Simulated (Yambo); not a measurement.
CsH (CsCl type, space group Pm-3m, No. 221), G0W0@PBEsol in Yambo with this input:

```
rim_cut
gw0
dyson
el_el_corr
HF_and_locXC
ppa
em1d
RandQpts= 1000000
RandGvec= 1 Ry
EXXRLvcs= 72 Ry
VXCRLvcs= 288 Ry
Chimod= "HARTREE"
% BndsRnXp
 1 | 121 |
%
NGsBlkXp= 10 Ry
% LongDrXp
 1.0 | 1.0 | 1.0 |
%
PPAPntXp= 27.2114 eV
% GbndRnge
 1 | 121 |
%
GTermKind= "BG"
DysSolver= "n"
ExtendOut
```

On a 4×4×4 mesh, with wavefunctions cut at 72 Ry, the gap (R → X) is 4.429 eV and the valence edge shifts by -1.453 eV.

Q: What happens with this change: 4 Ry block?

A: The gap falls by 0.111 eV, to 4.318 eV; the shift of the valence edge becomes -1.330 eV. Neither run is shown to be the converged limit.

Geometry of the Materials Project entry, not relaxed at this level; primitive cell a = b = c = 3.8184 Å, α = β = γ = 90.00°.

The structure is a Materials Project entry; no match was found in the copy of COD used, and its stability was not checked.

A shift is the quasiparticle energy of the state minus its PBEsol energy.
